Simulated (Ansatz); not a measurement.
Hf (hcp (Mg type), P6_3/mmc) under volume change, PBEsol in the plane-wave PAW code Ansatz, shape and atoms relaxed at each volume.

```csv
V (Å³/atom),E − E(relaxed) (meV/atom),P (GPa)
19.662,71.2,12.57
20.310,30.2,7.81
20.958,7.2,3.64
21.607,0.0,0.00
22.255,6.6,-3.19
22.903,25.3,-6.00
23.551,54.6,-8.46
```

Q: What does a third-order Birch–Murnaghan fit give for V₀, B₀ and B′?

A: V₀ = 21.61 Å³/atom, B₀ = 114 GPa, B′ = 3.4.

The cell was relaxed with PBEsol under the symmetry of its start; of distortions, only those at the zone centre were tested. No spin polarisation was allowed. Scalar-relativistic: spin–orbit coupling is off unless named, which matters more the heavier the elements.

Potentials: the earlier of the program's two PAW sets.
